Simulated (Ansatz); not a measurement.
According to PBE (plane waves, PAW; program Ansatz), TaSi₂ in the hexagonal phase (P6_222; Ta on 3d, Si on 6j) relaxes to a = 4.807 Å, c = 6.596 Å. Its formation energy from the elements is -0.48 eV/atom, with no fitted shifts.

Electronic character: metallic (no gap).

The cell was relaxed with PBE under the symmetry of its start. No spin polarisation was allowed. The references are the lowest solids computed at this level, not always the standard phases. Spin–orbit coupling is left out wherever it is not named.

Potentials: the earlier of the program's two PAW sets.
